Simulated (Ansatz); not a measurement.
Tl₃ICl₂: relaxed-ion elastic tensor

Theory: Ansatz 0.2.0, DFT PBE, scalar-relativistic, plane waves, PAW. Settings: 420 eV plane-wave cutoff, Γ-centred 6×6×4 mesh, fixed occupations. No spin polarisation.

Relaxed structure:
```
CELL_PARAMETERS angstrom
4.75160 0.00000 0.00000
-2.37580 4.11500 0.00000
0.00000 0.00000 11.66279
ATOMIC_POSITIONS crystal
Tl 0.33333 0.66667 0.30970
Tl 0.66667 0.33333 0.69030
Tl 0.00000 0.00000 0.00000
I 0.00000 0.00000 0.50000
Cl 0.33333 0.66667 0.84445
Cl 0.66667 0.33333 0.15555
```

The cell was found from a structure generator's guess, not taken from experiment. Spin–orbit coupling is left out, which matters for heavy elements.

Question: Give the relaxed-ion elastic constants (GPa, Voigt order xx yy zz yz xz xy, on the Cartesian axes of the cell above).

Answer:
C11 = 24.6, C12 = 11.0, C13 = 13.7, C14 = 4.4, C22 = 24.6, C23 = 13.7, C24 = -4.4, C33 = 20.9, C44 = 10.3, C55 = 10.3, C56 = 4.4, C66 = 6.8 GPa; the others vanish.

Question: Is the crystal stable against homogeneous strain?

Answer: Yes: the least eigenvalue of the tensor is 3.8 GPa.

Question: And the moduli of a polycrystal (Hill averages)?

Answer: B = 16 GPa, G = 6 GPa, E = 17 GPa, ν = 0.33.
